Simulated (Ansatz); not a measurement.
Input and command of a plane-wave DFT calculation in Ansatz:

```yaml
crystal:
  lattice:
    - [2.8373, 0.0, 0.0]
    - [0.0, 2.8373, 0.0]
    - [0.0, 0.0, 4.0591]
  atoms:
    - { symbol: Ti, position: [0.0, 0.0, 0.0] }
    - { symbol: Al, position: [0.5, 0.5, 0.5] }
basis:
  ecutwfc: 420
kpoints:
  mp_grid: { grid: [6, 6, 4] }
hamiltonian:
  xc: lda
scf:
  occupations: { method: gaussian, width: 0.1 }
output:
  forces: true
  stress: true
  eigenvalues: true
```

```bash
ansatz run input.yaml --threads 1 --pin off --max-ram 2560MiB --backend cpu --events-out ev --progress --plain --runs-dir out
```

Processor: Intel(R) Xeon(R) 6975P-C (Granite Rapids), 1 thread, on a host shared with other jobs.

Estimate time, memory and problem size.

About 0.53 s on 1 thread of Intel(R) Xeon(R) 6975P-C (Granite Rapids), with other jobs on the host, peak memory 0.33 GiB. It solves 12 bands at 30 k points (the mesh reduced by the symmetry that the task leaves, which can be less than the crystal's) with about 657 plane waves, in 6 SCF iterations.
